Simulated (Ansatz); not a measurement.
AlNi (CsCl type, Pm-3m) at seven volumes, PBE (plane waves, PAW; program Ansatz), scaled uniformly. One row is withheld.

```csv
V (Å³/atom),P (GPa)
11.019,18.43
11.382,11.27
11.746,?
12.109,0.00
12.472,-4.42
12.836,-8.17
13.199,-11.37
```

Task: Fit the shown pressures and predict the withheld one.

Result: P = (3/2)B₀(x^(7/2) − x^(5/2))[1 + (3/4)(B′ − 4)(x − 1)] with x = (V₀/V)^(2/3). Least squares on the six rows gives V₀ = 12.109 Å³/atom, B₀ = 159 GPa, B′ = 4.36. At V = 11.746, x = 1.0205 and P = 5.17 GPa. The run itself gave 5.18 GPa.

The PBE relaxation kept the symmetry of its start. The workflow began spin-polarised and lost its moments.

Potentials: the later of the program's two PAW sets.
